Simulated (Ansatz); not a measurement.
Given:

Sb2Se3:
```
Sb2Se3
1.0
   12.86243     0.00000     0.00000
    0.00000     4.03041     0.00000
    0.00000     0.00000    11.55121
Sb Se
8 12
Cartesian
  1.76142   3.02281   0.42498
 11.10101   1.00760  11.12623
  4.66979   1.00760   6.20058
  8.19263   3.02281   5.35063
  0.46744   1.00760   3.83476
 12.39499   3.02281   7.71644
  5.96377   3.02281   9.61037
  6.89866   1.00760   1.94084
 12.25493   3.02281   1.53389
  0.60749   1.00760  10.01731
  7.03871   1.00760   7.30950
  5.82372   3.02281   4.24171
  2.62107   1.00760   2.20251
 10.24136   3.02281   9.34870
  3.81015   3.02281   7.97811
  9.05228   1.00760   3.57310
  8.07018   3.02281   0.54938
  4.79225   1.00760  11.00183
 11.22346   1.00760   6.32498
  1.63897   3.02281   5.22623
```

This is the PBE-relaxed structure. Tensor components refer to the Cartesian frame of this cell.

Task: All from the program Ansatz at the PBE level (PAW), unless another level is named. Estimate the formation energy from the elements (no fitted shifts).

Result: -262 meV/atom.

Task: Predict the smallest direct gap on the standard path.

Result: 0.80 eV.

Task: Predict the band gap.

Result: 0.78 eV (indirect).

Task: Predict the conduction-band minimum.

Result: on the Γ–Z line, 65 % of the way from Γ (k = 0.000, 0.000, 0.323 in fractions of the reciprocal vectors) (2 equivalent valleys).

Task: Next, the valence-band maximum?

Result: on the Γ–Z line, 41 % of the way from Γ (k = 0.000, 0.000, 0.203 in fractions of the reciprocal vectors).

Space group Pnma. The cell was relaxed with PBE under the symmetry of its start. A crystal of weakly bound chains computed without a dispersion correction: the cell and the soft elastic constants depend strongly on that. The references are the lowest solids computed at this level, not always the standard phases. Scalar-relativistic: spin–orbit coupling is off unless named, which matters more the heavier the elements.

Potentials: the later of the program's two PAW sets.
